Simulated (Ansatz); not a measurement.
**RuB2 in the MoSi2-type structure**

The computed numbers are results of PBEsol, scalar-relativistic (no spin polarisation) in the plane-wave PAW code Ansatz at 420 eV, 16×16×16 k-mesh, Gaussian smearing of 0.05 eV; PAW files: Ansatz's generated set soft_2.

```
Ru B
1.0
    -1.36215    1.36215    3.40579
     1.36215   -1.36215    3.40579
     1.36215    1.36215   -3.40579
Ru B
1 2
Cartesian
  0.0000 0.0000 0.0000
  0.0000 0.0000 2.2045
  0.0000 0.0000 4.6070
```

The start was a prototype's sites filled with these elements. The Crystallography Open Database lists the compound in space group Pmmn, so this is a trial structure.

The cell is relaxed to zero pressure at this level.

The cell has space group I4/mmm (read at 0.01 Å). In it the stress is -0.03, -0.03, 0.01, 0.00, 0.00, 0.00 GPa and the largest force component 0.001 eV/Å. Each change below starts from this cell, without further relaxation. Stress is in GPa, positive in compression, in the order xx, yy, zz, yz, xz, xy; energies are counted from the cell above and are free energies with the smearing's entropy, which match forces and stress in a metal.

Question: What happens when atom 2 (B) is moved by 0.08 Å along z?

Answer: The energy changes by 34.3 meV per cell, and the force on it along the shift is -0.838 eV/Å (−F/u = 10.48 eV/Å²). Stress: 2.92, 2.92, -1.77, 0.00, 0.00, 0.00.
```
atom  Fx (eV/Å)     Fy      Fz
 Ru1      0.000  0.000   0.534
  B2      0.000  0.000  -0.838
  B3      0.000  0.000   0.304
```
In a harmonic crystal the energy would rise by −½F·u = ½ × 10.48 × 0.08² eV = 33.5 meV, which matches.

Question: A single strain component, atoms carried along, gave the stress -2.66, -13.29, -2.89, 0.00, 0.00, 0.00. Which component, and about how large?

Answer: An engineering strain of 2 % in yy; the energy changes by 21.5 meV per cell.
